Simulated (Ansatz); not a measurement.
Ti3Ge in space group Fm-3m (No. 225; Ge on 4a, Ti on 4b, Ti on 8c), plane-wave PAW PBE (Ansatz code), all energies at zero smearing, with the estimated change up to a 700 eV cutoff added, with one set of potentials and settings (totals compare only within such a set). Cell of 4 atoms (1 Ge, 3 Ti): -11794.996 eV.

```json
[
 {"element": "Ge", "reference phase": "Fd-3m, 2 atoms in the cell", "E (eV/atom)": "-4294.9847"},
 {"element": "Ti", "reference phase": "P6/mmm, 3 atoms in the cell", "E (eV/atom)": "-2499.6739"}
]
```

Formation energy per atom, worked out: (-11794.996 − 1×(-4294.9847) − 3×(-2499.6739))/4 = -0.247 eV/atom (-24 kJ per mol of atoms), at 0 K, without zero-point energy or fitted corrections.

The cell is a constructed one: a structure type filled with these elements; the Crystallography Open Database copy checked does not list it. Whether it is the stable phase at ambient conditions was not checked. Symmetry was held in the PBE relaxation; its stability against distortions is not shown here. The run is not spin-polarised. The volume moved by -20 % from the start of the relaxation. The references are the lowest solids computed at this level, not always the standard phases.

Potentials: the later of the program's two PAW sets.
